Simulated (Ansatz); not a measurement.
SnGe in space group P-6m2 (No. 187; Sn on 1a, Ge on 1f), plane-wave PAW PBE (Ansatz code), all energies at zero smearing, with the estimated change up to a 700 eV cutoff added, with one set of potentials and settings (totals compare only within such a set). Cell of 2 atoms (1 Sn, 1 Ge): -10318.775 eV.

```tsv
element	reference phase	E (eV/atom)
Sn	Fd-3m, 2 atoms in the cell	-6024.2128
Ge	Fd-3m, 2 atoms in the cell	-4294.9847
```

Formation energy per atom, worked out: (-10318.775 − 1×(-6024.2128) − 1×(-4294.9847))/2 = 0.211 eV/atom (20 kJ per mol of atoms), at 0 K, without zero-point energy or fitted corrections.

A made-up cell: these elements were put on the sites of a structure type; neither database checked (COD, Materials Project) lists it. Whether it is the stable phase at ambient conditions was not checked. The cell was relaxed with PBE under the symmetry of its start; whether a distortion lowers the energy is not shown. The references are the lowest solids computed at this level, not always the standard phases. Scalar-relativistic: spin–orbit coupling is off unless named, which matters more the heavier the elements.

Potentials: the later of the program's two PAW sets.
